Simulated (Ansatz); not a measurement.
Ansatz (a program for electronic structure) input:

Ansatz 0.2 input:
```yaml
crystal:
  lattice:
    - [-1.9888002226, 2.4020929165, 2.6752697119]
    - [1.9888002226, -2.4020929165, 2.6752697119]
    - [1.9888002226, 2.4020929165, -2.6752697119]
  atoms:
    - { symbol: La, position: [0.0, 0.0, 0.0] }
    - { symbol: C, position: [0.6348492782, 0.5, 0.1348492782] }
    - { symbol: C, position: [0.3651507218, 0.5, 0.8651507218] }
kpoints:
  mp_grid: { grid: [10, 10, 10] }
  band_path:
    path:
      - [[0.0, 0.0, 0.0], [0.5, 0.5, -0.5], [0.3881615456, 0.6118384544, -0.3881615456]]  # Γ-X-F_2
      - [[-0.3881615456, 0.3881615456, 0.3881615456], [0.0, 0.0, 0.0], [0.4515507731, -0.4515507731, 0.4515507731]]  # Σ_0-Γ-Y_0
      - [[0.5484492269, 0.4515507731, -0.4515507731], [0.5, 0.5, -0.5]]  # U_0-X
      - [[0.0, 0.0, 0.0], [0.0, 0.5, 0.0], [0.25, 0.25, 0.25], [0.5, 0.0, 0.0], [0.0, 0.0, 0.0], [0.0, 0.0, 0.5], [0.25, 0.25, 0.25]]  # Γ-R-W-S-Γ-T-W
    npoints: 6
basis: { xc_grid: 2 }
hamiltonian:
  xc: pbesol
  pseudopotentials: { kind: paw }
magnetization: { noncollinear: true, spin_orbit: true }
scf:
  n_extra_bands: 13
  convergence: { dr2_threshold: 0.0000000001 }
  occupations: { method: gaussian, width: 0.05 }
output: { eigenvalues: true }
```

Output (shortened):

```
Pseudopotential: La, paw_fr, valence charge 11
Pseudopotential: C, paw_fr, valence charge 4
Functional definition: PBEsol
non-collinear run that drives no moment, with spin-orbit …
Crystal: 3 atoms, lattice volume = 51.122 Å³
Basis set: ecut = 420 eV, 987 PW (Γ), exchange–correlation on 60×60×60 points (8 copies of the dense FFT grid, shifted against one another)
Bands: 32, of which v1, the nominal top of the filled ones, is band 19 counted from 1 (18 counted from 0)
Symmetry: 8 space group operations + 8 with time reversal
k-points: 171 of 1000
Projection manifold: j_resolved (fully-relativistic pseudo-atomic orbitals)
SCF iter   1: F=—  HF=-6660.743038 eV  |F-HF|=—  |Δ(HF+E_count)|=         —  Δρ=6.80e-2  dr2=2.40e0  dr2_m=0.00e0 (ungated)  ethr=3.10e-3  |M|=0.00e0 ∫|m|=0.00e0 μB  |m|>n=0.0e0 m-floor=0.0e0 τ_xc=0.0e0  β_m=0.30  ⟨swp⟩=4.4  Hψ=13670  notcnv=0  defer=8
preconditioner: auto → Kerker (q_TF=auto, 2.313 Å⁻¹)
spin=Noncollinear: Kerker preconditioning applied to the charge; magnetization (m_x, m_y, m_z) channels mix plain (no charge-response kernel on spin).
SCF iter   2: F=—  HF=-6660.399219 eV  |F-HF|=—  |Δ(HF+E_count)|=   3.44e-1  Δρ=4.77e-2  dr2=1.15e0  dr2_m=0.00e0 (ungated)  ethr=3.10e-3  |M|=0.00e0 ∫|m|=0.00e0 μB  |m|>n=0.0e0 m-floor=0.0e0 τ_xc=0.0e0  β_m=0.63  ⟨swp⟩=2.3  Hψ=4371  notcnv=0  defer=44
SCF iter   3: F=—  HF=-6660.062782 eV  |F-HF|=—  |Δ(HF+E_count)|=   3.36e-1  Δρ=8.68e-3  dr2=6.39e-2  dr2_m=0.00e0 (ungated)  ethr=3.10e-3  |M|=0.00e0 ∫|m|=0.00e0 μB  |m|>n=0.0e0 m-floor=0.0e0 τ_xc=0.0e0  β_m=0.81  ⟨swp⟩=2.6  Hψ=3691  notcnv=0  defer=44
SCF iter   4: F=—  HF=-6660.051080 eV  |F-HF|=—  |Δ(HF+E_count)|=   1.17e-2  Δρ=2.52e-3  dr2=6.32e-3  dr2_m=0.00e0 (ungated)  ethr=3.36e-4  |M|=0.00e0 ∫|m|=0.00e0 μB  |m|>n=0.0e0 m-floor=0.0e0 τ_xc=0.0e0  β_m=0.91  ⟨swp⟩=3.5  Hψ=4877  notcnv=0  defer=1270
SCF iter   5: F=—  HF=-6660.051393 eV  |F-HF|=—  |Δ(HF+E_count)|=   3.13e-4  Δρ=8.49e-4  dr2=3.77e-4  dr2_m=0.00e0 (ungated)  ethr=3.33e-5  |M|=0.00e0 ∫|m|=0.00e0 μB  |m|>n=0.0e0 m-floor=0.0e0 τ_xc=0.0e0  β_m=0.95  ⟨swp⟩=2.1  Hψ=3506  notcnv=0  defer=1270
SCF iter   6: F=—  HF=-6660.051530 eV  |F-HF|=—  |Δ(HF+E_count)|=   1.36e-4  Δρ=1.67e-4  dr2=1.42e-5  dr2_m=0.00e0 (ungated)  ethr=1.98e-6  |M|=0.00e0 ∫|m|=0.00e0 μB  |m|>n=0.0e0 m-floor=0.0e0 τ_xc=0.0e0  β_m=0.98  ⟨swp⟩=2.3  Hψ=3572  notcnv=0  defer=1270
SCF iter   7: F=—  HF=-6660.051541 eV  |F-HF|=—  |Δ(HF+E_count)|=   1.18e-5  Δρ=3.83e-5  dr2=8.87e-7  dr2_m=0.00e0 (ungated)  ethr=7.50e-8  |M|=0.00e0 ∫|m|=0.00e0 μB  |m|>n=0.0e0 m-floor=0.0e0 τ_xc=0.0e0  β_m=0.99  ⟨swp⟩=2.3  Hψ=3435  notcnv=0  defer=1270
SCF iter   8: F=—  HF=-6660.051542 eV  |F-HF|=—  |Δ(HF+E_count)|=   7.37e-7  Δρ=7.83e-6  dr2=3.71e-8  dr2_m=0.00e0 (ungated)  ethr=4.67e-9  |M|=0.00e0 ∫|m|=0.00e0 μB  |m|>n=0.0e0 m-floor=0.0e0 τ_xc=0.0e0  β_m=0.99  ⟨swp⟩=2.4  Hψ=3379  notcnv=0  defer=1270
SCF iter  10: F=-6660.051542 eV  HF=-6660.051542 eV  |F-HF|=2.27e-11  |Δ(HF+E_count)|=   1.22e-9  Δρ=3.98e-7  dr2=7.93e-11  dr2_m=0.00e0 (ungated)  ethr=1.00e-12  |M|=0.00e0 ∫|m|=0.00e0 μB  |m|>n=0.0e0 m-floor=0.0e0 τ_xc=0.0e0  ⟨swp⟩=8.6  Hψ=13518  notcnv=0
SCF 1 converged in 10 iterations: F = -6660.051542 eV  dr2 = 7.93e-11
NSCF: frozen V_eff on 70 k-points
SCF converged after 10 iterations
Magnetization: |M| = 0.0000 μB,  M = (+0.0000, +0.0000, +0.0000) μB
Absolute magnetization: 0.0000 μB (∫|m|)
  site 0: m = (+0.0000, +0.0000, +0.0000) μB, |m| = 0.0000 μB  (R = 1.09 Å)
  site 1: m = (+0.0000, +0.0000, +0.0000) μB, |m| = 0.0000 μB  (R = 0.53 Å)
  site 2: m = (+0.0000, +0.0000, +0.0000) μB, |m| = 0.0000 μB  (R = 0.53 Å)
Free energy (F): -6660.051542 eV
Harris-Foulkes:  -6660.051542 eV  (|F-HF|=2.27e-11)
Internal energy: -6660.049299 eV  (E = F + TS)
E sigma→0 (E₀):  -6660.050420 eV
Entropy (-TS):   -0.002244 eV (-0.748 meV/atom)
Fermi energy:    10.443709 eV
--- Per-component energies (eV) ---
  E_band       = -30.377926
  E_kinetic    = 365.897791
  E_local      = -527.236271  (includes V_loc(G=0)·N_el)
  E_nonlocal   = 153.491176
  E_hartree    = 160.078726
  E_xc         = -232.493363
  E_vxc        = -264.131832  (∫ρ·V_xc dr)
  E_paw        = -5524.175797  (= ΣΔE_a)
  E_vpaw       = -78.556281  (= ΣTr[D̂ρ^β])
  E_aug_tail   = 0.000013  (compensation charges beyond the density's cutoff)
  E_ewald      = -1055.824191
  E_core_change = 0.212618  (= ΣΔE_core)
  E_smearing   = -0.002244  (= −TS)
  E_closure    = 0.000000  (closes the sum)
  Σ components = -6660.051542   (vs F -6660.051542, Δ=0.00e0)
  [band-id]    e_kinetic+e_local+e_nonlocal+2·e_hartree+e_vxc+e_vpaw+e_augmentation_tail = -30.377952   (vs E_band -30.377926, Δ=-2.62e-5)
--- Band table (eV; the first three rows and the last of 171) ---
  k-point 0: bands = ["-21.9941", "-21.9941", "-7.2662", "-7.2662", "-4.8793", "-4.8793", "-4.7222", "-4.7222", "-4.3718", "-4.3718", "5.0868", "5.0868", "5.5824", "5.5824", "6.9818", "6.9818", "7.3691", "7.3691", "8.7143", "8.7143", "9.7218", "9.7218", …
  k-point 1: bands = ["-21.9846", "-21.9846", "-7.3075", "-7.3075", "-5.0507", "-5.0507", "-4.8213", "-4.8213", "-4.1269", "-4.1269", "4.5982", "4.5982", "5.9828", "5.9828", "6.8477", "6.8477", "7.3140", "7.3140", "8.8490", "8.8490", "10.2349", "10.2349", …
  k-point 2: bands = ["-21.9594", "-21.9594", "-7.4078", "-7.4078", "-5.3101", "-5.3101", "-4.9054", "-4.9054", "-3.9139", "-3.9139", "4.2038", "4.2038", "6.3161", "6.3161", "6.7020", "6.7020", "7.2517", "7.2517", "8.9926", "8.9926", "11.1551", "11.1551", …
  k-point 170: bands = ["-21.8792", "-21.8792", "-7.6539", "-7.6539", "-5.5530", "-5.5530", "-5.1633", "-5.1633", "-4.3313", "-4.3313", "5.1287", "5.1287", "6.0466", "6.0466", "6.9106", "6.9106", "7.1720", "7.1720", "10.7924", "10.7924", "11.4156", "11.4156", …
```

Cost: about 24 core-seconds (a rough figure) on shared cores.

Space group Immm. The first step of the workflow began from a Materials Project structure, measured or hypothetical; the Crystallography Open Database copy checked does not list it. COD files the formula under space group No. 139. Its standing as an ambient phase is unchecked. The PBEsol relaxation kept the symmetry of its start; its stability against distortions is not shown here.

Potentials: the later of the program's two PAW sets.

Ansatz is a plane-wave DFT program.
